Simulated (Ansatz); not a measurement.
Relaxed-ion elastic tensor of Al (fcc (Cu type), space group No. 225) in GPa (Voigt order), PBEsol (plane waves, PAW; program Ansatz); density 2.77 g/cm³, 16.17 Å³ per atom.

```
 119  64.1  64.1   0.0   0.0   0.0
64.1   119  64.1   0.0   0.0   0.0
64.1  64.1   119   0.0   0.0   0.0
 0.0   0.0   0.0  36.7   0.0   0.0
 0.0   0.0   0.0   0.0  36.7   0.0
 0.0   0.0   0.0   0.0   0.0  36.7
```

Question: Is the crystal mechanically stable?

Answer: Yes: the smallest eigenvalue of C is 36.7 GPa.

Question: Work out the Voigt, Reuss and Hill averages.

Answer: K_V = 82.5, K_R = 82.5, K_H = 82.5; G_V = 33.1, G_R = 32.4, G_H = 32.7 GPa.

Question: Give Young's modulus, Poisson's ratio, Pugh's ratio and the universal anisotropy index.

Answer: E = 9KG/(3K + G) = 86.8 GPa; ν = 0.32; K/G = 2.52 (ductile by the Pugh limit of 1.75); A_U = 5G_V/G_R + K_V/K_R − 6 = 0.10.

Question: Estimate the sound speeds and the Debye temperature.

Answer: v_l = √((K + 4G/3)/ρ) = 6750 m/s, v_t = √(G/ρ) = 3440 m/s, mean 3850 m/s; Θ = (h/k)(3n/4πV)^(1/3) v_m = 454 K.

Question: Give the Zener ratio and Young's modulus along [100], [110] and [111].

Answer: A = 2C44/(C11 − C12) = 1.33; 1/E = S11 − 2(S11 − S12 − S44/2)Γ with Γ = 0, 1/4, 1/3 gives 74.5, 89.5, 95.9 GPa.

Space group Fm-3m (fcc (Cu type)). The cell was relaxed with PBEsol under the symmetry of its start. As this level gives no gap, shear constants depend on the k-mesh and smearing (Fermi–Dirac, 0.1 eV here).

Potentials: the earlier of the program's two PAW sets. The files were generated under PBE; for other functionals the program regenerates the frozen cores, and for LDA and PBEsol the local potential too.
